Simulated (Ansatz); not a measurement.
Is this Sn₃PbSe₄ structure stable?

It was reached by relaxing an invented guess, and it needn't be the stable form of this composition.

All numbers below come from DFT PBE, scalar-relativistic, plane waves, PAW (Ansatz). Plane waves to 420 eV, an 8×6×4 mesh through Γ for the 8-atom cell and 0.01 eV Gaussian smearing; no spin polarisation.

```yaml
crystal:
  lattice:
    - [4.31291, 0.00000, 0.00000]
    - [0.00000, 6.10193, 0.00000]
    - [0.00000, 0.00000, 8.62971]
  atoms:
    - { symbol: Sn, position: [0.00000, 0.00000, 0.74890] }
    - { symbol: Sn, position: [0.00000, 0.00000, 0.25110] }
    - { symbol: Sn, position: [0.50000, 0.50000, 0.50000] }
    - { symbol: Pb, position: [0.50000, 0.50000, 0.00000] }
    - { symbol: Se, position: [0.00000, 0.50000, 0.74380] }
    - { symbol: Se, position: [0.50000, 0.00000, 0.00000] }
    - { symbol: Se, position: [0.00000, 0.50000, 0.25620] }
    - { symbol: Se, position: [0.50000, 0.00000, 0.50000] }
```

The zero of energy is the elements' standard structures at the same level; no fitted shifts are applied. The references include grey tin.

Question: These tests were run: energy against the elements; phonons on a 2×1×1 q mesh. What do they show?

Answer:

```tsv
test	result
energy against the elements	−0.463 eV/atom
phonons on a 2×1×1 q mesh	imaginary modes down to 56i cm⁻¹
```

It fails one test: phonons on a 2×1×1 q mesh. So it isn't even a local minimum.

These runs have no spin–orbit coupling, which can matter for Pb. Kohn–Sham gaps at this level usually fall short of measured ones. The missing spin–orbit coupling can work the other way here. The reference form of Se is held partly by dispersion forces, which this level lacks. A band path finds a smaller gap than this mesh does: 0 eV (a metal). The run for the phonons used an 8×6×4 k mesh.
